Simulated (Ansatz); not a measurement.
**Pressure against volume: Ge**

```
Ge
1.0
     0.00000    2.82877    2.82877
     2.82877    0.00000    2.82877
     2.82877    2.82877    0.00000
Ge
2
Cartesian
  2.8288 2.8288 2.8288
  4.2432 4.2432 4.2432
```

Structure: COD 9011050, as refined from experiment and not relaxed.

All numbers are computed: DFT, PBEsol, all-electron LAPW, scalar-relativistic (Ansatz 0.2.0); DFT, PBEsol, PAW with Ansatz's default frozen-core files, scalar-relativistic (Ansatz 0.2.0).

For LAPW: a Γ-centred 11×11×11 k mesh, Fermi–Dirac smearing of 0.05 eV, basis error target 0.5 meV/atom, no spin polarisation. PAW takes a cutoff of 420 eV at this cell (files made with PBE, cores remade for this functional). The Ansatz runs share mesh, smearing and spin set-up. Plane-wave (PAW) pressures include the program's estimate of the Pulay term.

The cell above is scaled evenly, with fractional coordinates and shape held.

```csv
V/V(cell),V (Å³/atom),"P, LAPW (GPa)","P, PAW (GPa)"
0.9400,21.278,5.69,5.70
0.9600,21.730,?,?
0.9800,22.183,2.13,2.14
0.9900,22.409,1.37,1.38
1.0000,22.636,0.66,0.66
1.0100,22.862,-0.02,-0.01
1.0200,23.088,-0.66,-0.66
1.0400,23.541,-1.84,-1.84
1.0600,23.994,-2.90,-2.90
```

Problem. Fill in the row V/V(cell) = 0.9600.

Solution. P, LAPW (GPa) = 3.81, P, PAW (GPa) = 3.81.

Problem. What do Birch–Murnaghan fits to the pressures give?

Solution. LAPW: V0 = 22.85 Å³/atom, B0 = 67 GPa, B0′ = 4.9; PAW: V0 = 22.85 Å³/atom, B0 = 67 GPa, B0′ = 4.9.

PAW's V0 lies 0.00 % from the all-electron value and its B0 0.0 %. Symmetry fixes shape and coordinates here, so this is the relaxed modulus.
